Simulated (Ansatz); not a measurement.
# TiO₂ at a changed volume: Ti-47 nuclear quadrupole resonance

Cell: an entry of the Crystallography Open Database (COD), relaxed with PBE at fixed cell and then changed (volume scaled by 0.96, ions relaxed).

Space group I4_1/amd:1 (No. 141); a = 3.7331, c = 9.3860 Å.

```
site  Wyckoff  site symmetry       x       y       z
  Ti       4a           -4m2  0.0000  0.0000  0.0000
   O       8e           2mm.  0.0000  0.0000  0.2103
```

One atom of each set is listed; the run and its k-mesh use a cell of 6 atoms with edges of 5.38, 5.38, 5.38 Å.

All values are calculated (Ansatz; DFT, PBE, plane waves and PAW, scalar-relativistic, 420 eV cutoff, Γ-centred 11×11×11 k-points, Fermi–Dirac smearing 0.02 eV), not measured.

Ti-47: I = 5/2, Q = 302.0 mb (year-2017 value). Static lattice, zero field.

Q: Predict the zero-field Ti-47 lines of each site.

A: For I = 5/2 and η = 0 the lines are 3|C_Q|/20 and twice that; η pulls their ratio below 2.

```
site  atoms  V_zz (10²¹ V/m²)  C_Q (MHz)     η  line frequencies (MHz)
  Ti      2              2.31       16.9  0.00              2.53, 5.07
```

Q: And for ⁴⁹Ti (I = 7/2, Q = 247.0 mb) on Ti?

A: C_Q scales with Q to 13.8 MHz, with lines at 0.986, 1.97, 2.96 MHz.

An axis of threefold or higher order runs through Ti, so V_zz lies along it and η is zero.

At this changed cell the PBE pressure is 14 GPa.
